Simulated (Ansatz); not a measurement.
Phonons of CeC in the rocksalt structure

Level of theory: DFT, PBEsol, scalar-relativistic, no spin polarisation; plane waves to 420 eV with PAW datasets (Ansatz 0.2.0), Gaussian smearing of 0.15 eV. The datasets are Ansatz's generated set soft_2.

```
Ce C
1.0
     0.00000    2.56274    2.56274
     2.56274    0.00000    2.56274
     2.56274    2.56274    0.00000
Ce C
1 1
Direct
  0.50000 0.50000 0.50000
  0.00000 0.00000 0.00000
```

The structure was built from a prototype; whether the compound forms in it isn't claimed.

Force constants come from finite displacements in a 3×3×3 supercell (the unit cell's 12×12×12 k-mesh, folded to it); the long-range dipole term is not included. Points in reciprocal vectors of this cell: Γ = (0.000, 0.000, 0.000), X = (0.500, 0.000, 0.500), U = (0.625, 0.250, 0.625), K = (0.375, 0.375, 0.750), L = (0.500, 0.500, 0.500), W = (0.500, 0.250, 0.750).

Frequencies at the named points (cm⁻¹, imaginary ones negative):
| point | ω (cm⁻¹) |
| --- | --- |
| Γ | 0 0 0 90 90 90 |
| X | 109 109 120 162 162 189 |
| U | 113 147 153 172 186 292 |
| K | 113 147 153 172 186 292 |
| L | 101 101 205 205 205 460 |
| W | 141 145 145 180 180 285 |

**Question.** Is the structure dynamically stable along this path, and where does the spectrum end?

**Answer.** Yes: no branch is imaginary beyond numerical noise. The highest frequency is 460 cm⁻¹, at L. Points that don't fit the supercell are interpolated.

**Question.** What does the harmonic approximation give for the vibrational free energy, entropy and heat capacity?

**Answer.** Zero-point energy 32.9 meV/atom.
```
T (K)  F_vib (meV/atom)  S (J/K per mole of atoms)  C_V (J/K per mole of atoms)
  100              29.2                       10.3                         15.4
  200              11.4                       23.3                         21.5
  300             -17.7                       32.4                         23.3
  400             -55.0                       39.2                         24.0
  500             -98.6                       44.6                         24.3
  600            -147.2                       49.1                         24.5
  700            -200.0                       52.8                         24.6
  800            -256.6                       56.1                         24.7
  900            -316.3                       59.1                         24.7
 1000            -378.9                       61.7                         24.8
```

The highest mode, 460 cm⁻¹, is worth 660 K. At 300 K the heat capacity has reached 93 % of the classical limit 3R = 24.9 J/K per mole of atoms: a mode at k_BT already holds 92 % of its classical share, and one at 1.5 k_BT 83 %.

The crystal is a metal or nearly so; low and unstable modes depend on mesh and smearing.

It ran for 10 min on 4 threads of Arm Neoverse V1, on a shared host, peak memory 5.8 GiB.

No spin–orbit coupling, a notable omission for heavy elements. Spin polarisation wasn't allowed in this run, so with an open shell this may not be the ground state.
